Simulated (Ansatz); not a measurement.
A relaxed structure of GaAs is spoiled in several ways and relaxed again each time (noise and exchanges are one random draw each; pressure is positive under compression). The numbers are results of r2SCAN (plane waves to 500 eV, PAW, scalar-relativistic; Ansatz, a first-principles code), not measurements.

Space group F-43m (No. 216); a = b = c = 5.6652 Å, α = β = γ = 90.00°

```csv
atom,site,symmetry,x,y,z
As,4c,-43m,0.2500,0.2500,0.2500
Ga,4a,-43m,0.0000,0.0000,0.0000
```
(The calculation used a cell of 2 atoms; values per cell refer to that cell.)

Question: One start gave a first pressure of +8.7 GPa and released 0.74 eV/atom. Which change was it?
A) deformed by the Cartesian strain tensor (xx, yy, zz, yz, xz, xy) = (-0.066, 0.088, 0.044, -0.110, 0.129, 0.024)
B) with every coordinate shifted by Gaussian noise of σ = 0.2 Å
C) with every coordinate shifted by Gaussian noise of σ = 0.3 Å
D) doubled along one cell vector, shaken by Gaussian noise of σ = 0.08 Å a coordinate

Answer: A, deformed by the Cartesian strain tensor (xx, yy, zz, yz, xz, xy) = (-0.066, 0.088, 0.044, -0.110, 0.129, 0.024). All starts:

```csv
change,first pressure (GPa),first V (Å³/atom),released (eV/atom),moves,outcome,final group,E − E(parent) (eV/atom)
with every coordinate shifted by Gaussian noise of σ = 0.2 Å,6.9,22.73,0.61,5,returns to the parent,F-43m,0.000
with every coordinate shifted by Gaussian noise of σ = 0.3 Å,6.3,22.73,0.48,4,returns to the parent,F-43m,0.000
"deformed by the Cartesian strain tensor (xx, yy, zz, yz, xz, xy) = (-0.066, 0.088, 0.044, -0.110, 0.129, 0.024)",8.7,23.41,0.74,8,returns to the parent,F-43m,0.000
"doubled along one cell vector, shaken by Gaussian noise of σ = 0.08 Å a coordinate",1.8,22.73,0.14,4,returns to the parent,F-43m,0.000
```

First-step values come from each run's starting, coarser k-mesh (7×7×7, 8×6×7, 7×7×4). The runs use different k-meshes, so differences are rounded accordingly. No spin polarisation in the result.
